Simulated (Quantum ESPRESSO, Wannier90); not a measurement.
**Tight-binding from DFT: Mg$_{3}$ZnO$_{4}$ (Pm-3m)**

```
begin unit_cell_cart
ang
    4.2800800000    0.0000000000    0.0000000000
    0.0000000000    4.2800800000    0.0000000000
    0.0000000000    0.0000000000    4.2800800000
end unit_cell_cart
begin atoms_frac
Mg   0.0000000000  0.5000000000  0.5000000000
Mg   0.5000000000  0.0000000000  0.5000000000
Mg   0.5000000000  0.5000000000  0.0000000000
Zn   0.0000000000  0.0000000000  0.0000000000
O    0.5000000000  0.0000000000  0.0000000000
O    0.0000000000  0.5000000000  0.0000000000
O    0.0000000000  0.0000000000  0.5000000000
O    0.5000000000  0.5000000000  0.5000000000
end atoms_frac
```

Materials Project entry mp-1024045; symmetrised, unrelaxed at this level. Not found in the COD (Crystallography Open Database) copy used; not checked further. Method: LDA plane waves in Quantum ESPRESSO 7.5 (PseudoDojo norm-conserving files, 68 Ry, no spin polarisation, no spin-orbit coupling), Bloch states on a 6×6×6 mesh through Γ, Wannier90 4.0.1. Density: 8×8×8 mesh, cold smearing 0.01 Ry.

Bands 17-37 form an isolated set from -17.77 to 0.00 eV relative to the valence-band maximum (on the path) and are turned into 21 Wannier functions by minimising the spread from the start: SCDM (isolated).

Question: Where do the functions sit, how wide are they and what are they made of?

Answer: 
```json
[
 {"functions": "1", "spread (Å²)": "0.39", "nearest atom, distance (Å)": "Zn 0.00", "second atom, distance (Å)": "O 2.14", "weight on atomic waves": "Zn 3d 100 %"},
 {"functions": "4", "spread (Å²)": "0.38", "nearest atom, distance (Å)": "Zn 0.00", "second atom, distance (Å)": "O 2.14", "weight on atomic waves": "Zn 3d 100 %"},
 {"functions": "3", "spread (Å²)": "0.72", "nearest atom, distance (Å)": "O 0.35", "second atom, distance (Å)": "Mg 1.91", "weight on atomic waves": "O 2p 69 %, O 2s 23 %, Mg 3s 5 %"},
 {"functions": "4", "spread (Å²)": "0.72", "nearest atom, distance (Å)": "O 0.35", "second atom, distance (Å)": "Mg 1.87", "weight on atomic waves": "O 2p 68 %, O 2s 23 %, Mg 3s 5 %"},
 {"functions": "6", "spread (Å²)": "0.76", "nearest atom, distance (Å)": "O 0.35", "second atom, distance (Å)": "Mg 1.89", "weight on atomic waves": "O 2p 68 %, O 2s 23 %"},
 {"functions": "3", "spread (Å²)": "0.82", "nearest atom, distance (Å)": "O 0.36", "second atom, distance (Å)": "Zn 1.84", "weight on atomic waves": "O 2p 66 %, O 2s 23 %, Zn 4s 5 %"}
]
```

Ω_I = 11.81 Å², Ω_total = 13.99 Å²; the interpolated bands follow pw.x to 0.7 meV rms on the path. It is the lowest total spread that any start reached here.
